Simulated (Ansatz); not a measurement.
GaN (zinc blende) was relaxed and computed twice in Ansatz (plane waves, PAW), once with HSE06 and once with PBE.

```tsv
	run 1	run 2
cell	a = 4.498 Å, b = 4.498 Å, c = 4.498 Å, α = 90.00°, β = 90.00°, γ = 90.00°	a = b = c = 4.5488 Å, α = β = γ = 90.00°
gap (eV)	3.00	1.54
B₀ by P(V) fit (GPa)	198	171
```

### Question
Which run used which functional?

### Answer
Run 1 is HSE06, run 2 is PBE.

All cells were relaxed under the symmetry of their starts (and spin orders); stability against distortions was not tested throughout. Spin–orbit coupling is left out wherever it is not named.

Potentials: the earlier of the program's two PAW sets.

Ansatz (a quantum-chemistry and plane-wave program) is a plane-wave DFT program.
